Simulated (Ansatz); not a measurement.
The cell below belongs to a search over invented structures; it isn't taken from experiment.

Input and command of a plane-wave DFT calculation in Ansatz:

```yaml
crystal:
  lattice:
    - [3.51780698, 0.0, 0.0]
    - [0.0, 3.5687469, 0.0]
    - [0.0, 0.0, 6.15235809]
  atoms:
    - { symbol: Si, position: [0.5, 0.0, 0.81419683] }
    - { symbol: Si, position: [0.5, 0.0, 0.15643397] }
    - { symbol: Si, position: [0.0, 0.0, 0.35889214] }
    - { symbol: C, position: [0.0, 0.5, 0.0034513] }
    - { symbol: C, position: [0.5, 0.5, 0.49502575] }
basis:
  ecutwfc: 420
kpoints:
  mp_grid: { grid: [6, 6, 4] }
hamiltonian:
  xc: pbe
scf:
  occupations: { method: gaussian, width: 0.1 }
  lower_state_search: "off"
output:
  forces: true
  stress: true
  eigenvalues: true
relax:
  adjacent_minimum: "off"
  f_tol: 0.04
  max_steps: 70
  cell: { stress_tol: 0.4 }
```

```bash
ansatz run input.yaml --threads 1 --pin off --max-ram 2560MiB --backend cpu --events-out ev --progress --plain --runs-dir out
```

Processor: Arm Neoverse N1, 1 thread, on a host shared with other jobs.

**Question.** How long does it run, and how much memory does it take?

**Answer.** About 2.3 min, peak memory 0.37 GiB. It solves 15 bands at 48 k points (after reduction by symmetry) with about 1063 plane waves (on the last cell), in 77 SCF iterations over 12 ionic steps.
